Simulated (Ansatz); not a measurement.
**Ionic part of the dielectric constant of PbF2 at -2.5 GPa, mode by mode**

Method: DFT PBE, scalar-relativistic, plane waves, PAW (Ansatz). Settings: 420 eV plane-wave cutoff, Γ-centred 6×6×6 mesh, fixed occupations. No spin polarisation. Phonons by linear response, acoustic sum rule imposed.

Symmetry: Fm-3m, No. 225, cubic system. Conventional cell: a = 6.085 Å, b = 6.085 Å, c = 6.085 Å, α = 90.00°, β = 90.00°, γ = 90.00°. Pb (site symmetry m-3m) has 8 F at 2.63 Å as nearest neighbours. Around F (site symmetry -43m) lie 4 Pb at 2.63 Å.

The cell is the ideal cubic fluorite prototype; whether it is the stable structure of this composition wasn't checked. Spin–orbit coupling is left out, which matters for heavy elements.

The primitive cell has V = 56.32 Å³ and ε∞,xx = 3.250. Each polar mode adds Δε = (4.92064×10⁷/V)·S/ν² along x, with S its oscillator strength in e²/amu, ν in cm⁻¹ and V in Å³.

Q: From these modes, find each Δε and ε0,xx.
```csv
ν (cm⁻¹),S_xx (e²/amu)
64.2,0.3066
```

A:
```csv
ν (cm⁻¹),Δε
64.2,65.07
```

The sum is 65.067, so ε0,xx = 68.32; the run's tensor has 68.32.

Q: Where do the longitudinal modes lie for a wave vector along x?

A: At 294 cm⁻¹. The Lyddane–Sachs–Teller product Π(ν_LO/ν_TO)² = 21.02 matches ε0/ε∞ = 21.02.